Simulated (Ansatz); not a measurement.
Ti, DFT, LDA, all-electron LAPW, scalar-relativistic (Ansatz 0.2.0), run on 1 thread of Arm Neoverse V2 on a shared host.

The cell comes from COD entry 1534878, which wasn't checked; take it as a given geometry.

Command: `ansatz run input.yaml --threads 1 --pin off --max-ram 3072MiB --backend cpu --events-out ev --progress --plain --runs-dir out`

```yaml
crystal:
  lattice:
    - [0.0, 2.03, 2.03]
    - [2.03, 0.0, 2.03]
    - [2.03, 2.03, 0.0]
  atoms:
    - { symbol: Ti, position: [0.0, 0.0, 0.0] }
kpoints:
  mp_grid: { grid: [15, 15, 15] }
  band_path:
    path:
      - [0.0, 0.0, 0.0]
      - [0.5, 0.0, 0.5]
      - [0.625, 0.25, 0.625]
      - [0.375, 0.375, 0.75]
      - [0.0, 0.0, 0.0]
      - [0.5, 0.5, 0.5]
      - [0.5, 0.25, 0.75]
      - [0.5, 0.0, 0.5]
    npoints: 14
scf:
  occupations: { method: fermi_dirac, width: 0.05 }
hamiltonian:
  xc: lda
  pseudopotentials: { kind: all_electron, lapw: { basis_error: 0.00025 } }
output:
  forces: true
  stress: true
  eigenvalues: true
  populations: true
  dos: { projected: true, de: 0.2, e_range: [-14, 8] }
```

**Question.** How large is the problem that the program sets up?

**Answer.** 120 irreducible k-points, 169 plane waves at Γ, 10 bands.

**Question.** About how long does it take, and how much memory does it use?

**Answer.** 8.1 s of wall time for 6 SCF iterations, with a peak of 0.28 GiB. Times on shared machines scatter by tens of per cent.

**Question.** And the same cell and mesh by PAW with the default files, asked for forces, stress, eigenvalues, efg, populations, bader, dos, write_density, write_potential, elf and the same band path, on the same hardware?

**Answer.** 4.5 s, peak memory 0.32 GiB.

**Question.** And the same cell and mesh by crystal-made all-electron datasets, asked for forces, stress, eigenvalues, efg and the same band path, on the same hardware?

**Answer.** 5.3 s, peak memory 0.31 GiB.
